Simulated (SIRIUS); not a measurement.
Worked example: self-consistent single point of InBi (F-43m, 8 atoms in the cell; from Materials Project mp-1001833, changed as shown) in SIRIUS.

Level of theory: LDA (PW92), PseudoDojo 0.4 standard norm-conserving LDA (tails mended) pseudopotentials (plane waves; SIRIUS).

The change in words: lattice scaled by 1.02. Reference geometry (F-43m):
```
CELL_PARAMETERS angstrom
      6.80971     0.00000     0.00000
      0.00000     6.80971     0.00000
      0.00000     0.00000     6.80971
ATOMIC_POSITIONS crystal
  In 0.00000 0.00000 0.00000
  In 0.00000 0.50000 0.50000
  In 0.50000 0.00000 0.50000
  In 0.50000 0.50000 0.00000
  Bi 0.25000 0.25000 0.75000
  Bi 0.25000 0.75000 0.25000
  Bi 0.75000 0.25000 0.25000
  Bi 0.75000 0.75000 0.75000
```

Reference input (self-consistent single point, DFT, LDA (PW92), plane waves, PseudoDojo 0.4 standard norm-conserving LDA (tails mended) pseudopotentials): parameters.ngridk = 4 4 4; parameters.xc_functionals = [XC_LDA_X, XC_LDA_C_PW]; parameters.gk_cutoff = 8.367 1/bohr; parameters.pw_cutoff = 16.734 1/bohr; parameters.smearing = fermi_dirac; parameters.smearing_width = 0.00367493 Ha; potentials = PseudoDojo 0.4 standard norm-conserving LDA (tails mended) pseudopotentials; parameters.electronic_structure_method = pseudopotential; parameters.num_bands = 67; parameters.num_mag_dims = 0; parameters.num_dft_iter = 100; parameters.energy_tol = 1e-07 Ha. This run's input differs from it in these lines:

```diff
@@ -32,7 +32,7 @@
     "lattice_vectors": [
-      [0.9999999656, 0.0, 0.0],
-      [0.0, 0.9999999656, 0.0],
-      [0.0, 0.0, 0.9999999656]
+      [0.9999999937, 0.0, 0.0],
+      [0.0, 0.9999999937, 0.0],
+      [0.0, 0.0, 0.9999999937]
     ],
-    "lattice_vectors_scale": 12.868493,
+    "lattice_vectors_scale": 13.125862,
     "atom_coordinate_units": "lattice",
```

Output (repeated stretches shortened):

```
[find] density tolerance         : 1e-06
[find] total energy tolerance    : 1e-07
[find] iter_solver_tol (initial) : 0.01
[find] iter_solver_tol (target)  : 1e-13
[find] num_dft_iter              : 100
Charges and magnetic moments
--------------------------------------------------------------------------------
total charge          : 112.000000
[find] | SCF iteration   0 out of 100|
[diagonalize] iterative solver tolerance (occupied, empty): 0.01 0.01
[diagonalize] average number of iterations: 2.2
[find] Charges and magnetic moments
[find] total charge          : 112.000000
[find] Energy
   [... lines left out ...]

[find] Charges and magnetic moments
[find] total charge          : 112.000000
[find] Energy
[find] smearing (-TS)                 :      -0.00215384
[find] Total energy                   :    -591.65740869 (Ha),   -1183.31481738 (Ry)
[find] Free energy (E-TS)             :    -591.65956253 (Ha),   -1183.31912507 (Ry)
[find] band gap (eV)                  :       0.00000000
[find] Efermi                         :       0.21169837
[find] iteration : 11, RMS (target) : 5.4823e-07 (1.0000e-06) , energy difference (target) : -1.5669e-09 (1.0000e-07)
[find] bands are converged : false
[find] iterative solver converged : true
[find] converged after 12 SCF iterations!
[find] Charges and magnetic moments
[find] total charge          : 112.000000
[find] Energy
[find] smearing (-TS)                 :      -0.00215384
[find] Total energy                   :    -591.65740869 (Ha),   -1183.31481738 (Ry)
[find] Free energy (E-TS)             :    -591.65956253 (Ha),   -1183.31912507 (Ry)
[find] band gap (eV)                  :       0.00000000
[find] Efermi                         :       0.21169837
[ground_state] === stress tensor components [kbar] ===
[ground_state] === stress_total ===
[ground_state]    37.994581    0.000000   -0.000000
[ground_state]     0.000000   37.994581   -0.000000
[ground_state]    -0.000000   -0.000000   37.994581
[ground_state] ==== total Forces in Ha/bohr =====
[ground_state] atom:    0, force:      -0.0000000      0.0000000      0.0000000
   [... zero for the other atoms too ...]
```

The run converged in 12 iterations. SIRIUS prints the stress tensor with tension positive. Against the reference run the free energy rises by 47.7 meV/atom and the pressure goes from -2.44 to -3.80 GPa.

The structure comes from a collection of computed structures, made at another level of theory; the collection holds predicted forms beside known ones. Its lattice was then scaled.

Cost on one core: very roughly 6 core-minutes.

The gap that the log prints is read on the run's mesh, which can miss the band edges or a crossing.

“Tails mended”: in these copies of the files the far tail of each local potential was reset to the Coulomb form.
